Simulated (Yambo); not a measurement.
CuI (space group P4/nmm, No. 129), G0W0@PBEsol in Yambo with this input:

```
rim_cut
gw0
dyson
el_el_corr
HF_and_locXC
ppa
em1d
RandQpts= 1000000
RandGvec= 1 Ry
EXXRLvcs= 92 Ry
VXCRLvcs= 368 Ry
Chimod= "HARTREE"
% BndsRnXp
 9 | 208 |
%
NGsBlkXp= 8 Ry
% LongDrXp
 1.0 | 1.0 | 1.0 |
%
PPAPntXp= 27.2114 eV
% GbndRnge
 1 | 208 |
%
GTermKind= "BG"
DysSolver= "n"
ExtendOut
```

On a 4×4×2 mesh, with wavefunctions cut at 92 Ry, the gap (Γ → Γ) is 2.369 eV and the valence edge shifts by -0.644 eV.

Q: What happens with this change: no terminator?

A: The gap falls by 0.073 eV, to 2.296 eV; the shift of the valence edge becomes -0.506 eV. Neither run is shown to be the converged limit.

Spin-orbit coupling is not included.

Geometry relaxed with PBE+D3(BJ); primitive cell a = b = 4.015 Å, c = 6.214 Å, α = β = γ = 90.00°.

This is not the ordinary phase of the substance; no match was found in the copy of COD used, and its stability was not checked.

A shift is the quasiparticle energy of the state minus its PBEsol energy.
